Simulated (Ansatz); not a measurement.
SiO₂ (rutile)

```yaml
crystal:
  lattice:
    - [4.19454, 0.00000, 0.00000]
    - [0.00000, 4.19454, 0.00000]
    - [0.00000, 0.00000, 2.67824]
  atoms:
    - { symbol: Si, position: [0.50000, 0.50000, 0.50000] }
    - { symbol: Si, position: [0.00000, 0.00000, 0.00000] }
    - { symbol: O, position: [0.80605, 0.80605, 0.50000] }
    - { symbol: O, position: [0.30605, 0.69395, 0.00000] }
    - { symbol: O, position: [0.69395, 0.30605, 0.00000] }
    - { symbol: O, position: [0.19395, 0.19395, 0.50000] }
```

Equation-of-state scan: isotropic scaling of the cell above, V₀ being its volume. The atoms relax within the cell's symmetry.

These are PBEsol (plane waves to 420 eV, PAW, scalar-relativistic; Ansatz, an electronic-structure program) values and carry that method's errors. k mesh 8×8×12 (Γ-centred), Fermi-Dirac smearing 0.05 eV. The energy includes the smearing's −TS. Stress and pressure are positive under compression. With the shape held, the modulus is that of even scaling; a crystal free to change shape is softer. SiO2 was relaxed with its symmetry unable to fall. The PAW data are Ansatz's earlier set. The zero of ΔE is the relaxed starting cell.

| V (Å³/atom) | ΔE (meV/atom) |
|---|---|
| 6.597 | 256.0 |
| 6.911 | 132.8 |
| 7.225 | 54.5 |
| 7.539 | withheld |
| 7.854 | 0.0 |
| 8.168 | 11.0 |
| 8.482 | 40.8 |
| 8.796 | 85.9 |
| 9.110 | 143.0 |

**Question.** Fit a third-order Birch-Murnaghan form (E₀, V₀, B₀, B₀′ free) to the given rows and predict ΔE at V = 7.539.

**Answer.** Least squares on the 8 given rows: ΔE = E₀ + (9V₀B₀/16)·y²·[2 + (B₀′ − 4)y], y = (V₀/V)^(2/3) − 1, with V₀ = 7.854 Å³/atom, B₀ = 298.0 GPa (160.2 GPa = 1 eV/Å³; the term in eV is multiplied by 1000), B₀′ = 4.39, E₀ = 0.12 meV/atom; root-mean-square residual 0.11 meV/atom. At 7.539 the fit gives 12.8 meV/atom; the calculation gives 12.6 meV/atom, so the interpolation is off by 0.2 (+1.6 %). For the pressure the fit gives 13.3 GPa against the computed 13.4 GPa.

(Under strain, the slope of the energy per volume gives the stress and its curvature an elastic modulus.)
